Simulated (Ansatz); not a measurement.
Al (fcc (Cu type)), relaxed with r²SCAN (Ansatz, a first-principles code, plane waves, PAW): a = 3.9920 Å, b = 3.9920 Å, c = 3.9920 Å, α = 90.00°, β = 90.00°, γ = 90.00°.

```
Quantity              Result
--------------------  ------
B₀ by P(V) fit (GPa)    91.7
K_Hill (GPa)            92.7
G_Hill (GPa)            41.8
Θ_D (K)                  509
```

Problem. The same phase is relaxed and computed with r²SCAN+D4 in the same code. What are the cell and these values now?

Solution. a = b = c = 3.9761 Å, α = β = γ = 90.00°.

- B₀ by P(V) fit (GPa) = 94.9
- K_Hill (GPa) = 95.8
- G_Hill (GPa) = 44.3
- Θ_D (K) = 524

All cells were relaxed under the symmetry of their starts (and spin orders); stability against distortions was not tested throughout.

Potentials: the later of the program's two PAW sets.

Ansatz is a plane-wave DFT program.
